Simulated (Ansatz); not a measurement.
Al3BP4 as one 8-atom ordering (R3m) on the zincblende lattice, relaxed with r2SCAN. The symmetry is R3m (No. 160, trigonal); conventional cell a = 3.717 Å, c = 36.913 Å, 18.40 Å³ an atom. B is surrounded by 4 P at 1.97–2.23 Å; Al is surrounded by 4 P at 2.32–2.37 Å; Al is surrounded by 4 P at 2.32–2.36 Å; P is surrounded by 3 B at 2.23 Å and 1 Al at 2.37 Å; P is surrounded by 4 Al at 2.32–2.36 Å; P is surrounded by 1 B at 1.97 Å and 3 Al at 2.32 Å.

```xyz
8
Lattice="1.8585 1.0730 12.3045 -1.8585 1.0730 12.3045 0.0000 -2.1460 12.3045" Properties=species:S:1:pos:R:3 pbc="T T T"
B     1.8585    1.0730   12.3767
Al    0.0000    0.0000    9.3885
Al    0.0000    0.0000   18.4620
Al    0.0000    0.0000   27.5345
P     0.0000    0.0000   11.7581
P     0.0000    0.0000   20.8184
P     0.0000    0.0000   29.8902
P     0.0000    0.0000    2.0448
```

3 runs of Ansatz on this cell differ in the functional (and in the settings that go with it). Levels are in eV from each run's valence top; v1 is the last filled band, c1 the first empty one.

Run A, mean stress -0.4 GPa (compression positive):
```
point     v4     v3     v2     v1    c1    c2
    Γ  -0.46  -0.39   0.00   0.00  2.69  4.81
    T  -0.34  -0.34  -0.08  -0.08  2.74  4.72
   H₂  -3.01  -2.67  -2.32  -2.10  3.87  4.12
```

Run B, mean stress 0.0 GPa (compression positive):
```
point     v4     v3     v2     v1    c1    c2
    Γ  -0.42  -0.39   0.00   0.00  1.43  3.61
    T  -0.30  -0.30  -0.08  -0.08  1.47  3.57
   H₂  -2.86  -2.54  -2.22  -1.98  2.76  2.98
```

Run C, mean stress +1.3 GPa (compression positive):
```
point     v4     v3     v2     v1    c1    c2
    Γ  -0.39  -0.38   0.00   0.00  1.18  3.20
    T  -0.27  -0.27  -0.08  -0.08  1.23  3.13
   H₂  -2.75  -2.44  -2.13  -1.90  2.42  2.64
```

Q: Match the runs to PBE, r2SCAN, PBE0.

A: A is PBE0, B is r2SCAN, C is PBE. In order of the gap: PBE 1.18, r2SCAN 1.43, PBE0 2.59 eV. The stress vanishes for r2SCAN, which relaxed the cell.

(Calculated; spin-unpolarised; the phase may be known or hypothetical.)

The stress of a hybrid is loosely converged in these runs.
